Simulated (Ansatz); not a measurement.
AlP (CsCl type, space group No. 221), plane-wave PAW PBE (Ansatz code), all energies at zero smearing, with the estimated change up to a 700 eV cutoff added, with one set of potentials and settings (totals compare only within such a set). Cell of 2 atoms (1 Al, 1 P): -1292.959 eV.

```json
[
 {"element": "Al", "reference phase": "Fm-3m, 1 atoms in the cell", "E (eV/atom)": "-537.5049"},
 {"element": "P", "reference phase": "Cmce, 4 atoms in the cell", "E (eV/atom)": "-755.6743"}
]
```

Formation energy per atom, worked out: (-1292.959 − 1×(-537.5049) − 1×(-755.6743))/2 = 0.110 eV/atom (11 kJ per mol of atoms), at 0 K, without zero-point energy or fitted corrections.

Space group Pm-3m (CsCl type). The start of the workflow was typed in or built on a structure type; neither database checked (COD, Materials Project) lists it. It is not the phase usual at ambient conditions (space group No. 216). The cell was relaxed with PBE under the symmetry of its start; its stability against distortions is not shown here. The volume moved by 20 % from the start of the relaxation. The references are the lowest solids computed at this level, not always the standard phases.

Potentials: the later of the program's two PAW sets.
